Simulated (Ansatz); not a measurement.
Data:

BC$_{3}$:
Space group P6/mmm (No. 191); a = b = 5.1448 Å, c = 3.7222 Å, α = β = 90.00°, γ = 120.00°

| atom | site | symmetry | x | y | z |
|---|---|---|---|---|---|
| B | 2c | -6m2 | 0.3333 | 0.6667 | 0.0000 |
| C | 6l | mm2 | 0.1586 | 0.3171 | 0.0000 |

This is the r²SCAN+D4-relaxed structure.

All from the program Ansatz at the r²SCAN+D4 level (PAW), unless another level is named. Predict the electron effective mass.

0.12, 0.87, 1.3 mₑ (principal values).

And the smallest direct gap on the standard path?

1.05 eV.

And the HSE06 gap on the r²SCAN+D4 cell?

0.74 eV.

Give the conduction-band minimum.

at L (3 equivalent valleys).

The start of the workflow was typed in or built on a structure type; neither database checked (COD, Materials Project) lists it. Its standing as an ambient phase is unchecked. The cell was relaxed with r²SCAN+D4 under the symmetry of its start. At this level the phase is mechanically unstable. Its formation energy is positive at this level, so the cell may be metastable or incomplete.

Potentials: the earlier of the program's two PAW sets. The files were generated under PBE; for other functionals the program regenerates the frozen cores, and for LDA and PBEsol the local potential too.
